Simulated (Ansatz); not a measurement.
Starting cell, RbCaH3 (cubic perovskite):

```
CELL_PARAMETERS angstrom
      8.79667     0.00000     0.00000
      4.39833     4.39833     0.00000
      4.39833     0.00000     4.39833
ATOMIC_POSITIONS crystal
  Rb 0.00000 0.00000 0.00000
  Rb 0.50000 0.00000 0.00000
  Ca 0.75000 0.50000 0.50000
  Ca 0.25000 0.50000 0.50000
  H  0.00000 0.00000 0.50000
  H  0.50000 0.00000 0.50000
  H  0.50000 0.50000 0.50000
  H  0.00000 0.50000 0.50000
  H  0.00000 0.50000 0.00000
  H  0.50000 0.50000 0.00000
```

The atoms are displaced by Q × the pattern below (from a DFPT mode at R = (0.5, 0.5, 0.5), largest move 1; Q in Å), at fixed cell. It is one choice among 2 degenerate patterns. (q is in reciprocal vectors of the primitive cell; the cell shown is doubled to hold the pattern.)

```csv
atom,x,y,z
H5,0.000,0.646,0.000
H6,0.000,-0.646,0.000
H7,0.354,0.000,0.000
H8,-0.354,0.000,0.000
H9,0.000,0.000,-1.000
H10,0.000,0.000,1.000
```

Atoms not listed stay in place.

The numbers are results of LDA (plane waves to 420 eV, PAW, scalar-relativistic; Ansatz, an electronic-structure program), not measurements. k mesh 8×8×8 (Γ-centred), Fermi-Dirac smearing 0.05 eV. E stands for the smeared free energy. Compression counts positive. RbCaH3 was relaxed with its symmetry unable to fall. The zero of ΔE is the undisplaced structure.

| Q (Å) | ΔE (meV/cell) | −dE/dQ from forces (eV/Å) | P (GPa) |
|---|---|---|---|
| -0.280 | 710 | 5.354 | 1.41 |
| -0.233 | 484 | 4.316 | 0.97 |
| -0.187 | 306 | 3.358 | 0.62 |
| -0.140 | 170 | 2.463 | 0.34 |
| -0.093 | 75 | 1.616 | 0.15 |
| -0.047 | 19 | 0.800 | 0.03 |
| 0.000 | 0 | 0.000 | -0.01 |
| 0.047 | 19 | -0.800 | 0.03 |
| 0.093 | 75 | -1.616 | 0.15 |
| 0.140 | 170 | -2.463 | 0.34 |
| 0.187 | 306 | -3.358 | 0.62 |
| 0.233 | 484 | -4.316 | 0.97 |
| 0.280 | 710 | -5.354 | 1.41 |

Derived quantities:

* **Energy at Q = 0.280 Å**: 710 meV/cell
* **Space group of the distorted cell**: Fmmm (No. 69), lowered from Pm-3m
* **Symmetry of the curve**: even: the same for both signs
* **Shape of the curve**: a single well with its minimum at or next to zero displacement
* **Harmonic wavenumber from the curvature (finite differences)**: 1222 cm⁻¹
* **Wavenumber by perturbation theory (DFPT, on another k mesh)**: 1222 cm⁻¹

(A displaced cell: forces are minus the slopes of the energy, force constants its curvatures, and phonons follow from these.)
